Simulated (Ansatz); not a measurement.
Ag (fcc, Cu type): map of one atom of the cell

Starting cell, Ag (fcc, Cu type):

```
Ag
1.0
    4.05478     0.00000     0.00000
    0.00000     4.05478     0.00000
    0.00000     0.00000     4.05478
Ag
4
Direct
  0.00000   0.00000   0.00000
  0.50000   0.50000   0.00000
  0.50000   0.00000   0.50000
  0.00000   0.50000   0.50000
```

In this cell atom 1 (Ag, nearest neighbour Ag at 2.867 Å; its periodic images, 4.1 Å or more away, move with it) is moved by u·(1.000, 0.000, 0.000) + v·(0.000, 1.000, 0.000); the rest is frozen.

Level of theory: PBEsol (plane waves to 420 eV, PAW, scalar-relativistic; Ansatz, a program for electronic structure). k mesh 9×9×9 (Γ-centred), Fermi-Dirac smearing 0.05 eV. E stands for the smeared free energy. With partly filled bands, energies and forces of such displacements shift with the k mesh and the smearing. Fu and Fv are the components of the force on the atom. On this mesh the relaxed cell isn't quite at rest: it carries a pressure of -0.2 GPa (compression positive) at the zero of the scan. Ag was relaxed with its symmetry unable to fall. The PAW data are Ansatz's earlier set. ΔE is measured from the undisplaced structure. Axes are in Å.

ΔE (meV/cell), with u across and v down:

```csv
v \ u,-0.430,-0.287,-0.143,0.000,0.143,0.287,0.430
-0.430,1512,973,678,584,678,973,1512
-0.287,973,554,322,248,322,554,973
-0.143,678,322,124,60,124,322,678
0.000,584,248,60,0,60,248,584
0.143,678,322,124,60,124,322,678
0.287,973,554,322,248,322,554,973
0.430,1512,973,678,584,678,973,1512
```

Fu (eV/Å), with u across and v down:

```tsv
v \ u	-0.430	-0.287	-0.143	0.000	0.143	0.287	0.430
-0.430	4.75	2.85	1.32	0.00	-1.32	-2.85	-4.75
-0.287	3.67	2.23	1.04	0.00	-1.04	-2.23	-3.67
-0.143	3.10	1.90	0.90	0.00	-0.90	-1.90	-3.10
0.000	2.93	1.80	0.85	0.00	-0.85	-1.80	-2.93
0.143	3.10	1.90	0.90	0.00	-0.90	-1.90	-3.10
0.287	3.67	2.23	1.04	0.00	-1.04	-2.23	-3.67
0.430	4.75	2.85	1.32	0.00	-1.32	-2.85	-4.75
```

Summary:

Principal force constants in the plane (five-point differences of the forces): 5.8 eV/Å², isotropic
Centre of the map: a minimum
Lowest place on the grid: u = 0.000 Å, v = 0.000 Å (0 meV/cell)
Highest place on the grid, met at several equal points: u = -0.430 Å, v = -0.430 Å; u = 0.430 Å, v = -0.430 Å; u = -0.430 Å, v = 0.430 Å; u = 0.430 Å, v = 0.430 Å (1512 meV/cell)

(A displaced cell: forces are minus the slopes of the energy, force constants its curvatures, and phonons follow from these.)
